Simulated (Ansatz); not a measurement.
**K₃Cu₃Au₂, a known structure type with other elements, at an estimated volume**

```
Au Cu K
1.0
     2.84481    4.92735    0.00000
    -2.84481    4.92735    0.00000
     0.00000   -3.28490    6.60804
Au Cu K
2 3 3
Direct
  0.74340 0.74340 0.23020
  0.25660 0.25660 0.76980
  0.50000 0.50000 0.00000
  0.00000 0.50000 0.00000
  0.50000 0.00000 0.00000
  0.50000 0.50000 0.50000
  0.09250 0.09250 0.27750
  0.90750 0.90750 0.72250
```

Level: PBE, no spin polarisation; 420 eV; 7×7×7 Γ-centred mesh; fermi-dirac occupations (width 0.1 eV); Ansatz 0.2.0, fixed geometry.

Describe some of the short contacts.

Au–Cu at 2.24 Å: least valence density 0.67 e/Å³ and ELF 0.23 there. K–Au at 3.25 Å: least valence density 0.10 e/Å³ and ELF 0.07 there. K–Cu at 3.38 Å: least valence density 0.06 e/Å³ and ELF 0.05 there. Both are smooth PAW fields, read partly inside the augmentation spheres.

Is it stable against the elements?

0.39 eV an atom against the elements' usual phases (free molecules for gases, crystals otherwise, with no correction for O₂ or N₂), so at this geometry it isn't bound against them. Relaxing would lower it.

Is there a gap?

It is a metal, with about 3.8 states/eV a cell as the mean within 0.25 eV of the Fermi level, mostly Cu s (33 %), Au s (20 %) and K s (13 %).

Is the cell too large or too small?

The pressure is 14.0 GPa (compression positive), so with the atoms held at these fractions the cell would first expand; the forces are large, so a full relaxation may end otherwise. The principal stresses 11.3, 11.3, 19.5 GPa differ, so its shape would change too.

Origin: a known structure type with other elements, at an estimated volume, so it need not be a known compound. Caveats: atoms or cell far from equilibrium.
